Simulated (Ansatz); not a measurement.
Starting cell, AgCl (rock salt):

```xyz
4
Lattice="0.0000 5.6115 5.6115 2.8057 0.0000 2.8057 2.8057 2.8057 0.0000" Properties=species:S:1:pos:R:3 pbc="T T T"
Cl     0.0000     0.0000     0.0000
Cl     2.8057     5.6115     2.8057
Ag     2.8057     2.8057     2.8057
Ag     2.8057     5.6115     5.6115
```

A phonon eigenvector at L = (0.5, 0.0, 0.0) is frozen into this cell: atom i moves by Q times the vector below, so Q is the largest atomic displacement, in Å. The cell is held. (q is in reciprocal vectors of the primitive cell; the cell shown is doubled to hold the pattern.)

```json
[
 {"atom": "Cl1", "x": "-0.577", "y": "0.577", "z": "0.577"},
 {"atom": "Cl2", "x": "0.577", "y": "-0.577", "z": "-0.577"}
]
```

Atoms not listed stay in place.

Level of theory: PBE (plane waves to 420 eV, PAW, scalar-relativistic; Ansatz, an electronic-structure program). k mesh 5×10×10 (Γ-centred), Fermi-Dirac smearing 0.05 eV. E stands for the smeared free energy. AgCl was relaxed with its symmetry unable to fall. ΔE is measured from the undisplaced structure.

Q: Predict the ΔE (meV/cell) and −dE/dQ from forces (eV/Å) at Q (Å) = -0.067, 0.017, 0.033, 0.050, 0.083, 0.100.

A: 
```tsv
Q (Å)	ΔE (meV/cell)	−dE/dQ from forces (eV/Å)
-0.067	18.5	0.555
0.017	1.2	-0.138
0.033	4.6	-0.277
0.050	10.4	-0.416
0.083	28.9	-0.695
0.100	41.7	-0.836
```

(For displaced atoms, the force is minus the slope of the energy, and its curvature is a force constant, which sets phonon frequencies.)
